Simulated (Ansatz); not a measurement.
Wurtzite alloy of GaN and ZnO (6 of 48 Ga sites, 6 of 48 N sites exchanged), 96 atoms

Ansatz, PAW, plane waves. PBEsol relaxation of cell lengths and atoms (angles held) at the single k point (¼, ¼, ¼) without its symmetry partners; single points on the relaxed atoms at the single k point (¼, ¼, ¼) without its symmetry partners, onto which points of the small cell's zone fold. Arrangement: random. No spin–orbit coupling unless named.

Relaxed structure:

```
Ga Zn N O
1.0
     9.57720    0.00000    0.00000
     0.00000   11.07107    0.00000
     0.00000    0.00000   10.39245
Ga Zn N O
42 6 42 6
Direct
  0.16726 0.07951 0.24979
  0.17005 0.08230 0.74155
  0.00132 0.33285 0.24959
  0.00220 0.33433 0.74776
  0.49916 0.08165 0.25012
  0.49759 0.08154 0.74847
  0.33190 0.33223 0.24902
  0.16484 0.58364 0.24859
  0.16516 0.58202 0.74779
  0.00095 0.83094 0.74743
  0.83351 0.08112 0.25022
  0.83372 0.08361 0.74243
  0.66668 0.33333 0.24356
  0.66670 0.33420 0.74818
  0.49902 0.58524 0.24265
  0.50077 0.58362 0.74757
  0.32973 0.83516 0.25072
  0.33494 0.83290 0.74967
  0.83574 0.58506 0.24921
  0.66796 0.83648 0.25237
  0.66461 0.83417 0.74298
  0.00151 0.16588 0.50045
  0.00207 0.17291 0.00206
  0.33410 0.16558 0.50121
  0.33825 0.17018 0.00190
  0.16594 0.41723 0.50146
  0.16958 0.41739 0.00044
  0.00134 0.66894 0.50054
  0.00717 0.67074 0.00201
  0.66491 0.15734 0.50256
  0.66235 0.16904 0.00175
  0.49335 0.41413 0.50435
  0.49833 0.41595 0.99975
  0.32344 0.67226 0.50207
  0.33290 0.66676 0.99847
  0.16667 0.91551 0.49896
  0.84155 0.41918 0.50438
  0.83352 0.41296 0.00209
  0.67450 0.67208 0.50411
  0.66184 0.66441 0.00253
  0.49272 0.91636 0.00235
  0.83402 0.91468 0.49880
  0.33306 0.33386 0.75003
  0.99967 0.83538 0.25181
  0.83515 0.58251 0.73955
  0.16494 0.90377 0.00466
  0.49909 0.91693 0.50171
  0.84562 0.90956 0.00979
  0.99995 0.16641 0.18602
  0.00143 0.16564 0.69071
  0.33320 0.16662 0.18763
  0.33468 0.16301 0.68736
  0.16674 0.41570 0.18875
  0.16237 0.41841 0.68571
  0.99966 0.66113 0.18538
  0.00484 0.66753 0.68599
  0.66710 0.16819 0.18807
  0.66566 0.16671 0.68920
  0.50082 0.41765 0.19206
  0.50721 0.42010 0.68420
  0.33334 0.66595 0.18809
  0.33402 0.66483 0.68680
  0.17078 0.91967 0.19026
  0.16807 0.91658 0.68949
  0.83269 0.41609 0.18939
  0.83344 0.40934 0.68719
  0.66683 0.66721 0.18798
  0.66283 0.66936 0.68858
  0.50013 0.91555 0.18767
  0.50033 0.91708 0.69577
  0.82619 0.92098 0.19159
  0.83210 0.91797 0.69118
  0.16675 0.08452 0.43865
  0.99914 0.33166 0.43676
  0.99987 0.33577 0.93761
  0.50009 0.09083 0.43456
  0.50188 0.08188 0.93895
  0.33342 0.33466 0.43683
  0.33421 0.33318 0.94421
  0.16672 0.58154 0.43594
  0.16713 0.58145 0.93697
  0.99954 0.83366 0.44590
  0.99726 0.82703 0.93015
  0.83343 0.08549 0.43958
  0.66712 0.33398 0.93818
  0.50160 0.58116 0.93741
  0.33008 0.83062 0.43657
  0.33919 0.82888 0.93536
  0.83133 0.58060 0.43736
  0.66997 0.83054 0.43745
  0.16560 0.09442 0.93366
  0.83468 0.09405 0.93402
  0.66636 0.33581 0.43669
  0.50129 0.58171 0.43617
  0.83041 0.58184 0.94760
  0.66070 0.82681 0.93636
```

(1) What are the mean bond lengths by pair (pairs within 1.2 times the sum of covalent radii, less contacts 15 % beyond the pair's median; cation–cation pairs of compounds aside; long ionic contacts are cut short by that bound)?

(2) What gap lies between the top filled and the lowest empty level in the single points?

## Answers

(1) Ga–N 1.938 ± 0.029 Å (standard deviation, 148 bonds); Ga–O 2.001 ± 0.047 Å (standard deviation, 20 bonds); N–Zn 1.993 ± 0.040 Å (standard deviation, 20 bonds); O–Zn 2.181 ± 0.037 Å (standard deviation, 4 bonds).

(2) r²SCAN 2.50 eV (19 s on NVIDIA H100). Away from Γ this isn't the crystal's band gap.
